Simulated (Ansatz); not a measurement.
Sn:
```
Sn
1.0
    5.69286     3.28677     2.24425
   -5.69286     3.28677     2.24425
    0.00000    -6.57355     2.24425
Sn
8
Cartesian
 -3.94793  -1.03634   2.93081
  3.94793   1.03634   3.80195
  2.87146  -2.90084   2.93081
 -2.87146   2.90084   3.80195
  1.07647   3.93718   2.93081
 -1.07647  -3.93718   3.80195
  0.00000   0.00000   4.82353
  0.00000   0.00000   1.90923
```

Relaxed with r²SCAN.

Task: Map the electron localisation function on the plane through (0.716, 0.716, 0.716) spanned by u = [1, 1, 1] and v = [1, 1, -1] in lattice vectors, from DFT-r²SCAN in the program Ansatz with PAW potentials.

Result: x is the fraction of u, y of v (the angle between them is 80°; rows are the nearest grid lines); atoms in the plane: Sn at (0.00, 0.00), Sn at (0.50, 0.50), Sn at (0.07, 0.50), Sn at (0.57, 0.00).
```
|   .-=++=:.-+++=:      :=*@@#=-.   |
|:::-=++*=:..-+*+==-:::-==+#%%*+=-::|
|===++*#*=:..:=***++=====++****++===|
|*#%%%##*=:.  .:=*####*+=-:.....:=+*|
|*++====++=:.. ..:-====-:.....:-=+**|
|@%#*++++++=-:.......::::::-=++*#%@@|
|@@@%#**+++=-::.........::-=+++**#%@|
|+*#%%#+=-::::::---::.....:-=++====+|
|***+=-..   ..-=++**+=-..  .-=+++++*|
|##**++=----==++***###*+-. .:=*#%%%#|
|+====++*****+======+***=:..:=*#**++|
|     :=+#@@*=-.    .-=+++-.:-+++=: |
|.    .-=+%@%+=:.    .-=++=:.:=++=-.|
|++=====++****++=====++*#*=:..:=***+|
|###***++=--:-==+**##%%%#*=:. .:=*##|
|+***+=-:.   ..:=++**+++++=-..  .:=+|
|::----:::::-=+*#%#*++====+=-:.. ..:|
|......::-=+++**#%@@@%#**+++=-::....|
|.......:-=++++++*#%@@@%#*+=--:::::.|
|==-:..  .:==++===++**+=-:.....:-===|
|###*+-.  .:=+##%%%##*=-:....:-=+*##|
|==+***=:..:=*#**++====++*****+=====|
|::-=++*=:.:=**+==-:::-==*%@%*==-:::|
|   .-=++=:.-+++=:      :=*@@#=-.   |
```
Scale: ten equal steps from 0.000 (start of ' ') to 0.670 (end of '@'), in the order ' .:-=+*#%@'; x runs from 0.000 to 1.00, y from 0.000 (bottom) to 1.00 (top).

The density is the valence pseudo-density with augmentation charge, so density and ELF within about 1 Å of a nucleus are not all-electron values.

Space group R-3. The start of the workflow was typed in or built on a structure type; neither database checked (COD, Materials Project) lists it. It is not the phase usual at ambient conditions (space group No. 141). Symmetry was held in the r²SCAN relaxation; its stability against distortions is not shown here. Scalar-relativistic: spin–orbit coupling is off unless named, which matters more the heavier the elements.

Potentials: the earlier of the program's two PAW sets.
